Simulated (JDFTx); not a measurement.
**Report: Cu(110) in implicit electrolytes**

* **surface**: Cu(110)
* **bulk**: Cu, Fm-3m, lattice of mp-30 (not re-optimised)
* **slab**: 8 atoms in 8 planes, 1x1, 8.8 Å between the outermost planes
* **in-plane cell**: 2.530 × 3.577 Å, 9.05 Å²
* **cell height**: 24.9 Å
* **sampling**: 8×6×1 k mesh, Fermi smearing 0.01 Ha, no spin polarisation

Method: PBE, GBRV ultrasoft potentials, plane waves to 20/100 Ha, in JDFTx (a modified build). Outer atoms relaxed in vacuum, keeping the start's symmetry. The same nuclei were then put into each liquid, at zero charge and at set potentials or charges. Ideal, unreconstructed faces without any overlayer. U vs SHE = −μ/e − 4.44 V throughout (conventional absolute potential of the hydrogen electrode).

In vacuum the work function is 4.41 eV, which would put the uncharged electrode at -0.03 V vs SHE if the liquid did nothing. Each liquid moves the Fermi level of the neutral slab, now counted from the bulk liquid: linear PCM (GLSSA13), water, 2 M NaF by 0.27 eV, to a potential of zero charge of -0.29 V; CANDLE, water, 2 M NaF by 0.32 eV, to a potential of zero charge of -0.35 V. The models of water differ by 0.06 V among themselves.

Charging:

```json
[
 {"liquid": "linear PCM (GLSSA13), water", "U − U_pzc (V)": "-0.16", "σ (μC/cm²)": "-2.7", "σ/(U − U_pzc) (μF/cm²)": "17", "Δγ (mJ/m²)": "-2"},
 {"liquid": "linear PCM (GLSSA13), water", "U − U_pzc (V)": "0.29", "σ (μC/cm²)": "5.5", "σ/(U − U_pzc) (μF/cm²)": "19", "Δγ (mJ/m²)": "-8"},
 {"liquid": "linear PCM (GLSSA13), water", "U − U_pzc (V)": "0.49", "σ (μC/cm²)": "9.8", "σ/(U − U_pzc) (μF/cm²)": "20", "Δγ (mJ/m²)": "-23"},
 {"liquid": "linear PCM (GLSSA13), water", "U − U_pzc (V)": "0.69", "σ (μC/cm²)": "14.6", "σ/(U − U_pzc) (μF/cm²)": "21", "Δγ (mJ/m²)": "-47"},
 {"liquid": "linear PCM (GLSSA13), water", "U − U_pzc (V)": "0.71", "σ (μC/cm²)": "15.0", "σ/(U − U_pzc) (μF/cm²)": "21", "Δγ (mJ/m²)": "-49"},
 {"liquid": "CANDLE, water", "U − U_pzc (V)": "0.30", "σ (μC/cm²)": "4.3", "σ/(U − U_pzc) (μF/cm²)": "14", "Δγ (mJ/m²)": "-6"},
 {"liquid": "CANDLE, water", "U − U_pzc (V)": "0.60", "σ (μC/cm²)": "8.9", "σ/(U − U_pzc) (μF/cm²)": "15", "Δγ (mJ/m²)": "-26"}
]
```

The mean capacitance runs from 14 to 21 μF/cm². Δγ, the grand free energy per area against the neutral surface, is negative throughout, since charging at a held potential lowers it. The cavity function reaches one half at 2.3 Å (linear PCM (GLSSA13), water), 2.9 Å (CANDLE, water) above the top atoms; the models define their cavities differently. No specific adsorption of ions or solvent is in these numbers.
